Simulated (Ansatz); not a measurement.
Structure relaxation, Nb

The start is a generated trial cell of Nb in the dhcp structure type. The structure is fully relaxed (lattice and positions, P = 0) with PBEsol (plane waves to 420 eV, PAW, scalar-relativistic; Ansatz, an electronic-structure program). First-step values are on the input's coarse k-mesh.

Ansatz input (later rounds restart from its end on a renewed k-mesh):
Ansatz 0.2 input:
```yaml
crystal:
  lattice:
    - [2.954658, 0, 0]
    - [-1.477329, 2.5588089, 0]
    - [0, 0, 9.506632]
  atoms:
    - { symbol: Nb, position: [0, 0, 0] }
    - { symbol: Nb, position: [0, 0, 0.5] }
    - { symbol: Nb, position: [0.33333333, 0.66666667, 0.25] }
    - { symbol: Nb, position: [0.66666667, 0.33333333, 0.75] }
basis: { ecutwfc: 420, ecutrho_ratio: 4, xc_grid: 2, fft_grid_basis: typed }
kpoints: { mp_grid: { grid: [13, 13, 4] } }
hamiltonian:
  xc: pbesol
  dispersion: none
  pseudopotentials: { azcp: { folder: ./paw }, kind: paw }
scf: { occupations: { method: fermi_dirac, width: 0.05 } }
relax: { f_tol: 0.01, max_steps: 100, cell: { stress_tol: 0.02 } }
output: { forces: true, stress: true }
```

* **Outcome**: The space group stays P6₃/mmc (No. 194) (the run could not lower it); the end is AFLOW prototype A_hP4_194_ac (A3', as in La), with 4 atoms in the primitive cell
* **Shortest distances (start → end)**: The closest pairs of elements (up to four, under 3.6 Å), start → end: Nb–Nb 2.93 → 2.83 Å
* **Band gap at the end**: zero (metallic)
* **Optimiser moves**: 11

Final values are on a 19×19×5 k-mesh of the relaxed cell. No spin polarisation in the result.

The run could not lower the symmetry of its start; a shaken copy of this end point relaxes with PBEsol to Im-3m (No. 229), 0.30 eV/atom lower.

The relaxed structure here is a generated cell of Nb: the first start was made by placing the elements on the sites of a structure type, and the end was not matched to a known phase here, so it may be hypothetical. Known forms of Nb include space group No. 229.
